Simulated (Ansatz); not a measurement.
Fe (Im-3m): volume scaled by 0.72

All numbers below come from DFT, r2SCAN, all-electron PAW with datasets made for the crystal, scalar-relativistic (Ansatz 0.2.0).

Command: `ansatz run input.yaml --threads 1 --pin off --max-ram 3072MiB --backend cpu --events-out ev --progress --plain --runs-dir out`

```yaml
crystal:
  lattice:
    - [-1.2933334099, 1.2933334099, 1.2933334099]
    - [1.2933334099, -1.2933334099, 1.2933334099]
    - [1.2933334099, 1.2933334099, -1.2933334099]
  atoms:
    - { symbol: Fe, position: [0.0, 0.0, 0.0], spin: 3.0 }
magnetization:
  spin_polarized: true
kpoints:
  mp_grid: { grid: [14, 14, 14] }
scf:
  occupations: { method: fermi_dirac, width: 0.05 }
hamiltonian:
  xc: r2scan
  pseudopotentials: { kind: all_electron, datasets: crystal }
output:
  forces: true
  stress: true
  eigenvalues: false
```

Output:

```
settings of this run that can trade accuracy for cost: output.eigenvalues: false. Do not mix this run's numbers with those of runs without the same settings; the input reference describes each key
hamiltonian.pseudopotentials.datasets: crystal makes datasets for this crystal and solves the spheres of its atoms anew in each pass: cutoff 420.0 eV, the density's 2940.0 eV; for an error of 0.50 meV an atom under PBE, 0.5 meV for the cell; an energy difference from a run of another recipe may be off by several times the error for the cell, under r2SCAN by more, where some 0.1 meV an atom stays a …
Engine: ansatz 0.2.0
Pseudopotentials: kind: all_electron
Pseudopotential: Fe, paw, valence charge 16, recommended cutoff 420 eV (normal), crystal/all_electron/r2scan/scalar/gaussian/Fe, Koelling and Harmon's equation, gaussian nucleus
Functional definition: r2SCAN
  parameter k0 = 0.174
  parameter k1 = 0.065
  parameter a1 = 4.9479
  exchange = r2scan_x(k0 = k0, k1 = k1, a1 = a1)
  correlation = r2scan_c
a search for the magnetic state begins, with frozen cores and fixed partial waves. It gives no result and prints no iterations
the search for the magnetic state of this step took 12 SCF iterations with frozen cores. It stayed in its first state, in which the spheres begin
Crystal: 1 atoms, lattice volume = 8.653 Å³
Basis set: ecut = 420 eV, 177 PW (Γ), exchange–correlation on 60×60×60 points (27 copies of the dense FFT grid, shifted against one another)
Bands: 14, of which v1, the nominal top of the filled ones, is band 8 counted from 1 (7 counted from 0)
Symmetry: 48 space group operations
Space group: Im-3m (ITA 229), of the structure as read, at distance tolerance 2.1e-5 Å
Magnetic group: BNS 229.140 (UNI 1642), of the structure as read, at distance tolerance 2.1e-5 Å
k-points: 104 of 2744
Non-local potential: Fe, projectors of the file, l = 0: 2, l = 1: 2, l = 2: 2
PAW form: soft (Blöchl's): semilocal exchange-correlation on the pseudo side does not see the compensation charge
PAW one-centre angular grid: Fe, 590 points (default); XC on its mesh's 1867 points in the sphere
Initial density: read from a saved state, or passed on in memory by an earlier SCF of this step, an earlier step, the calling program or the single point that the run made first
Starting moments: Σ|m| = 3 μB on 1 of 1 site; this step starts from the density that it was given
Initial wavefunctions: pseudopotential atomic-orbital guess
Functional: x = r2scan, c = r2scan; τ floored in thin density (d = 2e-4 eV/Å³)
iter 1 solved again at ethr=1.50e-5 eV; its pass at ethr=1.00e-1 eV (dr2=2.40e-3 eV) is discarded
SCF iter   1: F=—  HF=-34639.801850 eV  |F-HF|=—  |Δ(HF+E_count)|=         —  Δρ=1.19e-2 (↑1.19e-2 ↓2.82e-3)  dr2=4.21e-3  dr2_τ=6.94e-4  dr2_m=2.17e-3  M=2.081 μB ∫|m|=2.242 μB  β_m=1.20  ethr=1.50e-5  ⟨swp⟩=3.7  Hψ=18429  notcnv=0
[...]
SCF iter   8: F=—  HF=-34639.810143 eV  |F-HF|=—  |Δ(HF+E_count)|=   1.42e-6  Δρ=2.08e-5 (↑1.22e-5 ↓2.08e-5)  dr2=1.43e-8  dr2_τ=4.79e-10  dr2_m=9.17e-9  M=2.080 μB ∫|m|=2.240 μB  β_m=1.20  ethr=7.03e-10  ⟨swp⟩=2.8  Hψ=5039  notcnv=0  κ⁻¹=2.6e-5(r=5)
SCF iter   9: F=—  HF=-34639.810144 eV  |F-HF|=—  |Δ(HF+E_count)|=   9.85e-7  Δρ=6.38e-6 (↑5.45e-6 ↓6.38e-6)  dr2=1.76e-9  dr2_τ=8.59e-12  dr2_m=5.16e-10  M=2.080 μB ∫|m|=2.240 μB  β_m=1.20  ethr=8.94e-11  ⟨swp⟩=3.0  Hψ=6295  notcnv=0  κ⁻¹=4.9e-7(r=6)
SCF iter  10: F=-34639.810144 eV  HF=-34639.810144 eV  |F-HF|=9.55e-9  |Δ(HF+E_count)|=   3.84e-8  Δρ=5.82e-6 (↑5.82e-6 ↓3.60e-6)  dr2=7.47e-10  dr2_τ=2.25e-11  dr2_m=1.17e-9  M=2.080 μB ∫|m|=2.240 μB  ethr=1.10e-11  ⟨swp⟩=3.0  Hψ=6267  notcnv=0
SCF 1 converged in 10 iterations: F = -34639.810145 eV  dr2 = 7.47e-10
  Residual-converged pass: ⟨swp⟩=1.1  Hψ=2923  notcnv=0  max |occ|·‖R‖ = 3.7e-6 eV (tolerance 3.7e-6 eV)  dr2=7.47e-10  dr2_τ=2.25e-11  dr2_m=1.17e-9  dr2_onsite=2.62e-8  max |Δocc| = 7.9e-13
  greatest PAW one-centre occupation: 1.001 electrons in one spin orbital (limit 2), on the Fe atom at site 0 (counted from 0), in its partial waves of l = 0
this state was not tested for a lower state beside it, because the mixer in use, unlike msr1, does not test its closes by its own steps (another_mixer; see scf.mixing.algorithm and scf.lower_state_search)
SCF converged after 10 iterations
Magnetization: 2.0802 μB (9.0401 up, 6.9599 down)
Absolute magnetization: 2.2397 μB (∫|ρ↑−ρ↓|)
Spin contamination: 0.0478 ħ² per cell (⟨S²⟩ above its minimum at these occupations)
Per-site moments (μB) at R_I (Å): [(2.147042992894497, 0.9240491605426556)]
Free energy (F): -34639.810145 eV
Harris-Foulkes:  -34639.810145 eV  (|F-HF|=9.55e-9)
Internal energy: -34639.804476 eV  (E = F + TS)
E sigma→0 (E₀):  -34639.807310 eV
Entropy (-TS):   -0.005669 eV (-5.669 meV/atom)
Past the cutoff: the bands carry plane waves up to 2.50 times it, of which those up to 1.5 times it add -0.001249 eV an atom, each by itself; the spheres take 0.001088 eV an atom off the energy for waves past 2.50 times it
Past the cutoffs: a stress includes 0.0272 GPa for waves and charges beyond them, in addition to the slope of what the spheres take
In the spheres:  the bands' charges fall short by 1.2e-6 e at most (sound up to 1e-3)
Fermi energy:    25.625504 eV
--- Per-component energies (eV) ---
  E_band       = -127.320474
  E_kinetic    = 233.567773
  E_local      = -1236.408087  (includes V_loc(G=0)·N_el)
  E_nonlocal   = -147.850221
  E_hartree    = 672.939121
  E_xc         = -64.751486
  E_vxc        = -96.815150  (∫ρ·V_xc dr)
  E_paw        = -35248.506388  (= ΣΔE_a)
  E_vpaw       = -3977.724866  (= ΣTr[D̂ρ^β])
  E_vtau       = 7.654654  (kinetic-family band-sum trace: ∫τ·v_τ [+ j·A + Jᵃ·Aᵃ] dr)
  E_ewald      = -2593.171219
  E_smearing   = -0.005669  (= −TS)
  E_closure    = 3744.376030  (closes the sum)
  Σ components = -34639.810145   (vs F -34639.810145, Δ=-7.28e-12)
  The terms above E_closure are by the made datasets' own strengths, without shells solved beside the bands.
--- Forces (eV/Å), atoms counted from 1 ---
  atom   1  Fe    -0.00000000     0.00000000    -0.00000000
  max |Σ_I F_I| component: 1.85e-32 eV/Å
--- Stress (GPa, compression-positive) ---
      102.643126      -0.000000       0.000000
       -0.000000     102.643126       0.000000
        0.000000       0.000000     102.643126
  P = ⅓ Tr σ = 102.6431 GPa (1026.431 kbar)
settings of this run that can trade accuracy for cost: output.eigenvalues: false. Do not mix this run's numbers with those of runs without the same settings; the input reference describes each key
```

Site moments (μB): Fe 2.15. Cell moment 2.08 μB.

The magnetic group in the log treats spin as a scalar label, without spin–orbit coupling.

In at least one run the program's final test of stability wasn't made or came to no verdict. r²SCAN is known to give itinerant transition metals moments and polarisation energies that are too large. None of this fixes the real material's magnetic order: only patterns that fit the cell were computed, at zero temperature, with a functional that can overstate moments.

It took 14 s on 1 thread of Intel(R) Xeon(R) Platinum 8488C (Sapphire Rapids), on a shared host, peak memory 0.64 GiB.
